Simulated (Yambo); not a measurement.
G0W0@PBEsol for Cs2IBrCl6 (space group Fm-3m, No. 225) in Yambo. Reference settings: 2×2×2 Γ-centred k mesh, 369 bands and a 6 Ry block in the screening, 369 bands in G with the Bruneval-Gonze terminator, plasmon pole fitted at 27.2 eV. The PBEsol gap L → L on this mesh is 0.82 eV; G0W0 gaps are taken between the same points.

With and without the terminator, as bands are cut:

| bands in G (in W) | gap, terminator (eV) | gap, none (eV) | valence shift, terminator (eV) | valence shift, none (eV) |
|---|---|---|---|---|
| 136 (369) | 1.457 | 1.456 | -0.179 | 0.389 |
| 234 (369) | 1.431 | 1.418 | -0.276 | 0.024 |
| 369 (369) | 1.439 | 1.443 | -0.315 | -0.165 |

Over this range the gap spans 0.026 eV with the terminator and 0.038 eV without, the valence shift 0.136 eV and 0.554 eV. Neither column has reached its limit for certain.

Spin-orbit coupling is not included.

Geometry of the Materials Project entry, not relaxed at this level; primitive cell a = 8.0411 Å, b = 8.0411 Å, c = 8.0411 Å, α = 60.00°, β = 60.00°, γ = 60.00°.

The structure is a Materials Project entry; no match was found in the copy of COD used, and its stability was not checked.

A shift is the quasiparticle energy of the state minus its PBEsol energy.
